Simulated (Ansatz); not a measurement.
The elements of this relaxed trial crystal are hidden behind letters.

```
lattice vectors (Å)
   3.9263    0.0000    0.0000
   0.0000    3.9263    0.0000
   0.0000    0.0000    8.9942
fractional positions
X 0.0000 0.5000 0.8571
X 0.5000 0.0000 0.1429
Z 0.0000 0.0000 0.5000
Z 0.5000 0.5000 0.5000
Q 0.0000 0.0000 0.0000
Q 0.5000 0.5000 0.0000
```

Computed with DFT PBE, scalar-relativistic, plane waves, PAW in Ansatz 0.2.0. Plane waves to 420 eV, a 10×10×4 mesh through Γ for the 6-atom cell and 0.10 eV Gaussian smearing; collinear spin.

| Property | Result |
| --- | --- |
| Space group | P4/nmm (No. 129) |
| Conventional cell | a = 3.926 Å, c = 8.994 Å |
| Volume per atom | 23.11 Å³ |
| Density | 8.04 g/cm³ |
| Energy over the elements | −1.34 eV/atom |
| Gap on the 10×10×4 mesh of the 6-atom cell | 0 eV (a metal) |
| Net moment per atom | 0.10 μB |

Energies are uncorrected and count from the elements' standard states at the same level.

Question: X is a lanthanide, Z is a d-block element of period 6 and Q is a p-block element of period 2. Which elements are they?

Answer: X = La, Z = Ta, Q = O, so the formula is LaTaO. Density times volume gives a mean mass of 8.04 × 23.11/1.6605 = 111.9 u per atom, and this set has 112.0 u. La has 4 O at 2.35 Å, 4 Ta at 3.76 Å and 8 La at 3.78–3.93 Å; around Ta lie 4 Ta at 2.78 Å and 4 La at 3.76 Å; O has 4 La at 2.35 Å and 4 O at 2.78 Å. Other sets within the hints have nearly the same mass, so mass alone doesn't settle it; this one was computed.

Spin–orbit coupling, which can matter for Ta, is left out. The magnetic state reached may not be the lowest. Symmetry constrained the relaxation, so the result can be a saddle point.
